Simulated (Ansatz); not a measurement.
Space group P2_13 (No. 198). a = 4.919 Å, b = 4.919 Å, c = 4.919 Å, α = 90.00°, β = 90.00°, γ = 90.00°
```
atom site symmetry x y z
  Ga    4a       .3.  0.0928  0.0928  0.0928
  Pt    4a       .3.  0.3992  0.3992  0.3992
```

Equation of state of this GaPt structure (not necessarily the ground state), with shape and atoms relaxed at each volume where symmetry leaves them free. It has no gap at any of these volumes. These are results of DFT r2SCAN, scalar-relativistic, plane waves, PAW in Ansatz, not measurements.

Plane waves to 500 eV, a k mesh through Γ of 8×8×8 on the computed 8-atom cell and Gaussian smearing (0.10 eV); no spin polarisation.

```json
{"V (Å³/atom)": "13.094", "E − E(largest V) (meV/atom)": "110.26", "P (GPa)": "34.45"}
{"V (Å³/atom)": "13.540", "E − E(largest V) (meV/atom)": "30.21", "P (GPa)": "23.34"}
{"V (Å³/atom)": "13.986", "E − E(largest V) (meV/atom)": "-21.53", "P (GPa)": "14.09"}
{"V (Å³/atom)": "14.433", "E − E(largest V) (meV/atom)": "-49.73", "P (GPa)": "6.40"}
{"V (Å³/atom)": "14.879", "E − E(largest V) (meV/atom)": "-58.40", "P (GPa)": "0.02"}
{"V (Å³/atom)": "15.325", "E − E(largest V) (meV/atom)": "-51.01", "P (GPa)": "-5.15"}
{"V (Å³/atom)": "15.772", "E − E(largest V) (meV/atom)": "-31.19", "P (GPa)": "-8.59"}
{"V (Å³/atom)": "16.367", "E − E(largest V) (meV/atom)": "0.00", "P (GPa)": "-8.23"}
```

Task: Does one Birch–Murnaghan curve describe these points?

Result: Not well: the fit leaves 1.26 meV/atom rms, which suggests a change of structure or state along the series.

Spin-orbit coupling is left out, which matters for the bands of heavy elements.

Cost: 8 runs of about 33 core-minutes in all, on Intel Xeon Platinum 8488C (Sapphire Rapids) (shared hosts).